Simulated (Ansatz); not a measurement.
Zincblende alloy of GaN and AlN (24 of 64 Ga sites exchanged), 128 atoms

Ansatz, PAW, plane waves. PBEsol relaxation of volume and atoms (shape held) at the single k point (½, ½, ½); single points on the relaxed atoms at the Γ point alone, onto which points of the small cell's zone fold. Arrangement: quasirandom. No spin–orbit coupling unless named.

Relaxed structure:

```xyz
128
Lattice="0.0000 8.9050 8.9050 8.9050 0.0000 8.9050 8.9050 8.9050 0.0000" Properties=species:S:1:pos:R:3 pbc="T T T"
Al    8.9006    8.9180    0.0239
Al    4.4540   13.3353    8.9034
Al   13.3603    8.9095   13.3529
Al    4.4607    8.9080    8.8973
Al    2.2324   11.1192    8.9092
Al   11.1307   11.1325    4.4640
Al    6.6749    2.2281    4.4668
Al   15.5822   11.1290    8.9210
Al    6.6643    6.6680    8.8963
Al    6.6607   11.1288    8.8986
Al   11.1281    6.6834    4.4536
Al   11.1468   11.1227    8.9013
Al   11.1452   13.3408    6.6834
Al    6.6689    4.4392    6.6870
Al   15.5802   13.3366   11.1200
Al   15.5916    8.9147   11.1273
Al   11.1408    8.9160    6.6756
Al   11.1440    8.9178   11.1358
Al   17.8061   11.1228   11.1193
Al   13.3524   11.1332    6.6838
Al    4.4598    6.6763    6.6907
Al    4.4555   11.1223    6.7021
Al    8.9053    6.6914    2.2274
Al   13.3630   11.1150   11.1264
Ga    8.9133   13.3396    4.4461
Ga   13.3453    8.9201    4.4703
Ga    4.4558    4.4343    4.4845
Ga    4.4671    4.4330    8.8955
Ga    8.8993    4.4556    4.4607
Ga    8.8831    4.4363    8.9140
Ga    8.9207    8.9098    4.4450
Ga    8.9143    8.9107    8.9081
Ga    8.9075    8.9115   13.3544
Ga    8.9186   13.3453    8.9114
Ga   13.3529    8.9375    8.9160
Ga   13.3597   13.3464   13.3510
Ga    2.2422    6.6850    4.4642
Ga    2.2327    6.6812    8.9019
Ga    6.6858    6.6882    0.0212
Ga    6.6700    6.6863    4.4567
Ga   15.5863   15.5743   13.3562
Ga   15.5697   11.1177   13.3405
Ga   11.1425    6.6843    8.9100
Ga   11.1587   11.1169   13.3560
Ga    2.2181    0.0080    2.2201
Ga    2.2305    4.4244    2.2217
Ga    2.2535    8.9126    6.7012
Ga    6.6810    0.0229    6.6918
Ga    6.6787   13.3488   11.1287
Ga    6.6526    8.9077    6.6965
Ga    6.6732    8.9130   11.1177
Ga    6.6655   13.3386    6.6990
Ga   11.1450   13.3477   15.5960
Ga   11.1400   13.3550   11.1303
Ga    0.0112    6.6789    6.6893
Ga    4.4551   11.1287   11.1196
Ga   13.3629    6.6884   11.1337
Ga    4.4608    6.6774   11.1253
Ga    8.8937    2.2270    6.6974
Ga    8.9064    6.6759    6.6896
Ga    8.8988    6.6776   11.1286
Ga    8.9264   11.1262    6.6897
Ga    8.9072   11.1220   11.1258
Ga   13.3448    6.6823    6.6841
N     1.0925    1.1447    1.0878
N     1.1449    5.5360    5.5919
N     5.5641    1.1680    5.5770
N     5.5361    5.5375    1.0909
N     5.5697    5.5656    5.6258
N     5.6145    5.5539   10.0175
N     5.5076   10.0205    5.5695
N     5.5649   10.0149    9.9649
N    10.0491    5.5813    5.5550
N    10.0159    5.5581   10.0172
N    10.0708   10.0171    5.5677
N    10.0777   10.0191   10.0215
N    10.0258   10.0175   14.4817
N    10.0000   14.4969   10.0453
N    14.5031   10.0467   10.0479
N    14.4683   14.4650   14.4770
N     3.3419    3.3300    1.0621
N     3.3120    3.3058    5.5991
N     3.4047    7.7967    5.5762
N     3.3703    7.8225    9.9924
N     7.7435    3.3426    5.5737
N     7.7637    3.3063   10.0505
N     7.8214    7.8243    1.1514
N     7.7898    7.8072    5.5756
N     7.7651    7.7653    9.9831
N     7.7939    7.7926   14.4745
N     7.7869   12.2273    5.5690
N     7.7662   12.2067    9.9864
N    12.1907    7.7929    5.5699
N    12.2260    7.8265   10.0463
N    12.2525   12.1902   10.0178
N    12.2816   12.2099   14.5019
N     3.3121    1.1447    3.3606
N     3.3487    5.5499    3.3450
N     3.3427    5.5578    7.7458
N     3.3749   10.0450    7.8330
N     7.7916    1.1155    7.8621
N     7.8091    5.5943    3.3123
N     7.7396    5.5560    7.7901
N     7.7693    5.5269   12.2180
N     7.8014   10.0139    3.2920
N     7.7688   10.0460    7.8183
N     7.7619   10.0437   12.2694
N     7.7928   14.4657    7.8017
N    12.2763    5.5397    7.8285
N    12.2255   10.0454    7.7634
N    12.2821    9.9890   12.2185
N    12.2253   14.4969   12.2693
N     1.1141    3.2713    3.3361
N     1.0901    7.8301    7.8264
N     5.5895    3.3126    3.3689
N     5.5972    3.2951    7.7692
N     5.5739    7.8498    3.3379
N     5.5328    7.7599    7.8271
N     5.5616    7.8033   12.2534
N     5.5380   12.2116    7.8229
N    10.0406    3.3139    7.8226
N    10.0254    7.7416    3.3355
N    10.0502    7.8209    7.7680
N    10.0457    7.8181   12.2207
N    10.0827   12.2447    7.8066
N    10.0222   12.2371   12.2522
N    14.4652    7.8032    7.8023
N    14.4599   12.2411   12.1856
```

(1) What are the mean bond lengths by pair (pairs within 1.2 times the sum of covalent radii, less contacts 15 % beyond the pair's median; cation–cation pairs of compounds aside; long ionic contacts are cut short by that bound)?

(2) What gap lies between the top filled and the lowest empty level in the single points?

## Answers

(1) Al–N 1.898 ± 0.005 Å (standard deviation, 96 bonds); Ga–N 1.947 ± 0.007 Å (standard deviation, 160 bonds).

(2) HSE06 3.84 eV (59 s on NVIDIA GB300).
